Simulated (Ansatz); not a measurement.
# Computed properties of TiRe

```
Ti Re
1.0
     3.11800    0.00000    0.00000
     0.00000    3.11800    0.00000
     0.00000    0.00000    3.11800
Ti Re
1 1
Direct
  0.50000 0.50000 0.50000
  0.00000 0.00000 0.00000
```

Atom numbers follow the list: Ti1, Re2.

The conventional cell has a = 3.118 Å, b = 3.118 Å, c = 3.118 Å, α = 90.00°, β = 90.00°, γ = 90.00°. Ti (atom 1) is surrounded by 8 Re at 2.70 Å. Re (atom 2) is surrounded by 8 Ti at 2.70 Å.

The cell comes from COD entry 1523516, which wasn't checked; take it as a given geometry.

Spin polarisation is left out, and whether a magnetic state lies lower isn't shown here.

No spin–orbit coupling, which matters for the heavy atoms here.

All numbers are computed: DFT, PBEsol, all-electron LAPW, scalar-relativistic (Ansatz 0.2.0); DFT, PBEsol, PAW with Ansatz's default frozen-core files, scalar-relativistic (Ansatz 0.2.0).

For LAPW: a Γ-centred 13×13×13 k mesh, Fermi–Dirac smearing of 0.05 eV, basis error target 1 meV/atom, no spin polarisation. PAW takes a cutoff of 420 eV at this cell (files made with PBE, cores remade for this functional). The Ansatz runs share mesh, smearing and spin set-up. Values come from LAPW unless marked.

- Pressure at this cell: -7.75 GPa
- Band gap: none: with an odd electron count and no spin polarisation the bands can't all be full, a metal in this set-up (spin order or a larger cell could open a gap)
- Density of states at the Fermi level (0.2 eV bin): 1.40 states/eV per cell
- Löwdin charges (with 0.22 e of the cell spilling out of the atomic basis, so their sizes and signs hang on that basis): Ti1 0.24, Re2 -0.03 e
- Bader charges (from the PAW run): Ti1 +1.20, Re2 -1.20 e
- Volume per atom: 15.16 Å³
